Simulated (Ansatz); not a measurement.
All numbers below come from DFT PBE, scalar-relativistic, plane waves, PAW in Ansatz. All cells share a 420 eV cutoff and Γ-centred k meshes spaced at most about 0.3 Å⁻¹ (about 0.25 or finer for metals, 2π included). No spin polarisation in the final relaxations.

All energies are static (0 K, no zero-point motion). All come from trial cells, and lower structures may exist.

Task: Order these relaxed structures of RbP3 by energy, lowest first, with the energy over the lowest of them.
A. Space group Pm-3n (No. 223), cubic, a = 5.586 Å. Rb has 12 P at 3.12 Å; P is surrounded by 2 P at 2.79 Å, 4 Rb at 3.12 Å and 8 P at 3.42 Å.
B. Space group Pm-3m (No. 221), cubic, a = 4.362 Å. Rb is surrounded by 12 P at 3.08 Å; around P lie 4 Rb at 3.08 Å and 8 P at 3.08 Å.

Result: B (0 meV/atom), A (197 meV/atom). Forms: B Cu3Au (L1_2) type, Pm-3m; A A15 type, Pm-3n. Counting P atoms around Rb (those within 1.25 times the shortest such distance or 1.15 times the sum of covalent radii): B has Rb 12; A has Rb 12. Even the lowest lies +0.85 eV/atom against the elements.

Cells relaxed within their symmetry can be saddle points. Some candidate types were left out of the draw beforehand, so a known form may be missing.
